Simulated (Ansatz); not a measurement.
ScNi₃N (anti-perovskite, Pm-3m) under volume change, the program Ansatz at the r²SCAN level (PAW), scaled uniformly.

```json
[
 {"V (Å³/atom)": "10.299", "E − E(relaxed) (meV/atom)": "66.5", "P (GPa)": "22.78"},
 {"V (Å³/atom)": "10.638", "E − E(relaxed) (meV/atom)": "27.9", "P (GPa)": "13.91"},
 {"V (Å³/atom)": "10.978", "E − E(relaxed) (meV/atom)": "6.6", "P (GPa)": "6.39"},
 {"V (Å³/atom)": "11.318", "E − E(relaxed) (meV/atom)": "0.0", "P (GPa)": "0.01"},
 {"V (Å³/atom)": "11.657", "E − E(relaxed) (meV/atom)": "5.9", "P (GPa)": "-5.39"},
 {"V (Å³/atom)": "11.997", "E − E(relaxed) (meV/atom)": "22.3", "P (GPa)": "-9.97"},
 {"V (Å³/atom)": "12.336", "E − E(relaxed) (meV/atom)": "47.6", "P (GPa)": "-13.85"}
]
```

What does a third-order Birch–Murnaghan fit give for V₀, B₀ and B′?

V₀ = 11.32 Å³/atom, B₀ = 195 GPa, B′ = 4.5.

The start of the workflow was typed in or built on a structure type; neither database checked (COD, Materials Project) lists it. Whether it is the stable phase at ambient conditions was not checked. The cell was relaxed with r²SCAN under the symmetry of its start; whether a distortion lowers the energy is not shown. The workflow began spin-polarised and lost its moments.

Potentials: the earlier of the program's two PAW sets. The files were generated under PBE; for other functionals the program regenerates the frozen cores, and for LDA and PBEsol the local potential too.
